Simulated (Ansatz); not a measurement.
Input:

CdS:
```xyz
12
Lattice="4.0715 0.0000 0.0000 -2.0358 3.5261 0.0000 0.0000 0.0000 19.9314" Properties=species:S:1:pos:R:3 pbc="T T T"
Cd     0.0000     0.0000    19.9271
Cd     0.0000     0.0000     9.9614
Cd     2.0358     1.1754    16.6068
Cd     0.0000     2.3507     6.6411
Cd     2.0358     1.1754     3.3194
Cd     0.0000     2.3507    13.2851
S      0.0000     0.0000    17.4329
S      0.0000     0.0000     7.4671
S      2.0358     1.1754    14.1135
S      0.0000     2.3507     4.1478
S      2.0358     1.1754     0.8258
S      0.0000     2.3507    10.7915
```

This is the LDA-relaxed structure. Cartesian axes are those of the cell as given.

### Question
All from the program Ansatz at the LDA level (PAW), unless another level is named. Estimate the hole effective mass, band 1 of 2 at the edge.

### Answer
1.5 along x, 1.5 along z (mₑ).

### Question
Next, the band gap?

### Answer
0.97 eV (direct).

### Question
Predict the electron effective mass.

### Answer
0.11 mₑ (isotropic).

### Question
And the formation energy from the elements (no fitted shifts)?

### Answer
-0.63 eV/atom.

### Question
Predict the valence-band maximum.

### Answer
at Γ.

Space group P6_3mc. A made-up cell: these elements were put on the sites of a structure type. Its sites differ from those of the usual phase in this space group: another stacking or structure type. The cell was relaxed with LDA under the symmetry of its start; its stability against distortions is not shown here. The references are the lowest solids computed at this level, not always the standard phases. Spin–orbit coupling is left out wherever it is not named.

Potentials: the later of the program's two PAW sets.
